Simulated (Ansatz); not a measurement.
TaGe2:
```xyz
3
Lattice="4.6317 0.0000 0.0000 -2.3159 4.0112 0.0000 0.0000 0.0000 2.6986" Properties=species:S:1:pos:R:3 pbc="T T T"
Ta     0.0000     0.0000     0.0000
Ge     0.0000     2.6741     1.3493
Ge     2.3159     1.3371     1.3493
```

Relaxed with r²SCAN. Special points in fractions of this cell's reciprocal vectors: Γ (0.000, 0.000, 0.000); M (0.500, 0.000, 0.000); K (0.333, 0.333, 0.000); A (0.000, 0.000, 0.500); L (0.500, 0.000, 0.500); H (0.333, 0.333, 0.500).

**Question.** List the band energies nearest the Fermi level at these points for r²SCAN in the plane-wave PAW code Ansatz.

**Answer.** In eV from the Fermi level; about four levels below and three above (degenerate sets whole), none deeper than 8.9 eV; points with the same levels are listed once.

| k | below | above |
|---|---|---|
| Γ | -5.83 -5.83 -3.88 -1.04 -1.04 | 3.66 3.66 4.23 |
| M | -5.83 -5.56 -2.43 -1.55 | 2.22 2.91 2.95 |
| K | -8.15 -3.11 -2.05 -2.05 | 3.21 3.21 3.26 |
| A | -1.24 -1.24 -0.44 -0.44 | 5.67 7.16 7.16 |
| L | -6.76 -5.39 -5.05 -4.94 | 0.15 0.20 0.76 |
| H | -3.45 -0.84 -0.53 -0.53 | 1.66 1.66 5.78 5.78 |

Space group P6/mmm. A made-up cell: these elements were put on the sites of a structure type; neither database checked (COD, Materials Project) lists it. COD files the formula under space group No. 180, so this cell is another polymorph or a model. Whether it is the stable phase at ambient conditions was not checked. Symmetry was held in the r²SCAN relaxation. At this level the phase is mechanically unstable. No spin polarisation was allowed. Scalar-relativistic: spin–orbit coupling is off unless named, which matters more the heavier the elements.

Potentials: the earlier of the program's two PAW sets.
